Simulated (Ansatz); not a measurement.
SiNi:
```cif
data_Ni4Si4
_chemical_formula_sum 'Si4 Ni4'
_space_group_name_H-M_alt 'Pnma'
_space_group_IT_number 62
_space_group_name_Hall '-P 2ac 2n'
_cell_length_a 5.09538
_cell_length_b 3.35856
_cell_length_c 5.56984
_cell_angle_alpha 90.000
_cell_angle_beta 90.000
_cell_angle_gamma 90.000
loop_
_space_group_symop_operation_xyz
  'x, y, z'
  '-x, -y, -z'
  '-x+1/2, -y, z+1/2'
  'x+1/2, y, -z+1/2'
  'x+1/2, -y+1/2, -z+1/2'
  '-x+1/2, y+1/2, z+1/2'
  '-x, y+1/2, -z'
  'x, -y+1/2, z'
loop_
_atom_site_label
_atom_site_type_symbol
_atom_site_symmetry_multiplicity
_atom_site_Wyckoff_symbol
_atom_site_fract_x
_atom_site_fract_y
_atom_site_fract_z
_atom_site_occupancy
Si1 Si 4 c 0.17871 0.25000 0.41589 1
Ni1 Ni 4 c 0.00777 0.25000 0.81087 1
```

Relaxed with r²SCAN.

Question: Tabulate the valence density and the electron localisation function along the shortest Si–Si contact (2.65 Å), plane-wave PAW r²SCAN (Ansatz code).

Answer: 

```
distance from Si (Å)  density (e/Å³)   ELF
--------------------  --------------  ----
0.26                            0.15  0.38
0.40                            0.20  0.30
0.53                            0.27  0.34
0.66                            0.34  0.46
0.79                            0.38  0.58
0.93                            0.38  0.64
1.06                            0.36  0.65
1.19                            0.34  0.63
1.32                            0.33  0.62
1.46                            0.34  0.63
1.59                            0.36  0.65
1.72                            0.38  0.64
1.85                            0.38  0.58
1.99                            0.34  0.46
2.12                            0.27  0.34
2.25                            0.20  0.30
2.38                            0.15  0.38
```

The density is the valence pseudo-density with augmentation charge, so density and ELF within about 1 Å of a nucleus are not all-electron values.

The cell was relaxed with r²SCAN under the symmetry of its start; of distortions, only those at the zone centre were tested. The run is not spin-polarised.

Potentials: the earlier of the program's two PAW sets.
